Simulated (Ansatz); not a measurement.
A relaxed cell of LiPrP₃ is given with its symmetry left out. The cell was found from a structure generator's guess, not taken from experiment.

Theory: DFT PBE, scalar-relativistic, plane waves, PAW, and for the lanthanide a 4f-in-core norm-conserving potential, in Ansatz. Cutoff 660 eV, Γ-centred mesh, Gaussian smearing, no spin polarisation.

```yaml
crystal:
  lattice:
    - [5.71571, 0.00000, 0.00000]
    - [-2.85785, 4.94995, 0.00000]
    - [0.00000, 0.00000, 3.92907]
  atoms:
    - { symbol: Li, position: [0.00000, 0.00000, 0.50000] }
    - { symbol: Pr, position: [0.66667, 0.33333, 0.00000] }
    - { symbol: P, position: [0.19929, 0.80071, 0.00000] }
    - { symbol: P, position: [0.19929, 0.39859, 0.00000] }
    - { symbol: P, position: [0.60141, 0.80071, 0.00000] }
```

The zero of energy is the elements' standard structures at the same level; no fitted shifts are applied. The references include black phosphorus.

(1) What space group does it have?

(2) How far does it lie from the elements in energy?

(3) Is it a metal?

## Answers

(1) P-6m2 (No. 187). Conventional cell: a = 5.716 Å, c = 3.929 Å. Around Li lie 6 P at 2.78 Å; around Pr lie 6 P at 2.88 Å; P is surrounded by 2 P at 2.30 Å, 2 Li at 2.78 Å and 2 Pr at 2.88 Å.

(2) −0.34 eV/atom. A negative formation energy is needed for stability but isn't enough: competing phases decide.

(3) Yes, bands cross the Fermi level on the 12×12×10 mesh.

The last run used a 12×12×10 mesh (in the run's order of axes) for its 5-atom cell and Gaussian smearing of 0.10 eV. An odd number of valence electrons (the lanthanide is held trivalent, its 4f shell in the core) allows no gap without spin; another valence of the lanthanide, a larger cell or a magnetic state could open one. The reference form of P is held partly by dispersion forces, which this level lacks. Symmetry constrained the relaxation, so the result can be a saddle point.

The lanthanide is trivalent by construction, without f bands, f moments or other valences. The reference runs of the other elements, and any phases without the lanthanide, used 420 eV, which shifts energies against them by under 10 meV/atom. The lanthanide's reference is the lowest of its hcp, dhcp and fcc cells.
